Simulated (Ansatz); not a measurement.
Input:

B₂Ru:
```xyz
6
Lattice="2.8682 0.0000 0.0000 0.0000 4.6428 0.0000 0.0000 0.0000 4.0385" Properties=species:S:1:pos:R:3 pbc="T T T"
B      0.0000     3.7331     1.4639
B      0.0000     0.9097     1.4639
B      1.4341     3.2311     2.5745
B      1.4341     1.4117     2.5745
Ru     0.0000     0.0000     3.4189
Ru     1.4341     2.3214     0.6196
```

This is the r²SCAN-relaxed structure.

### Question
All from r²SCAN (plane waves, PAW; program Ansatz), unless another level is named. Estimate the electronic character.

### Answer
metallic (no gap).

### Question
What about the formation energy from the elements (no fitted shifts)?

### Answer
-0.31 eV/atom.

### Question
And the density of states at the Fermi level?

### Answer
0.18 states/eV per atom (mean over ±0.08 eV).

Space group Pmmn. The first step of the workflow began from a Materials Project structure, measured or hypothetical; the Crystallography Open Database files this formula in space group No. 59, but the cells were not matched. Its standing as an ambient phase is unchecked. The cell was relaxed with r²SCAN under the symmetry of its start; its stability against distortions is not shown here. The run is not spin-polarised. The references are the lowest solids computed at this level, not always the standard phases. Scalar-relativistic: spin–orbit coupling is off unless named, which matters more the heavier the elements.

Potentials: the later of the program's two PAW sets.
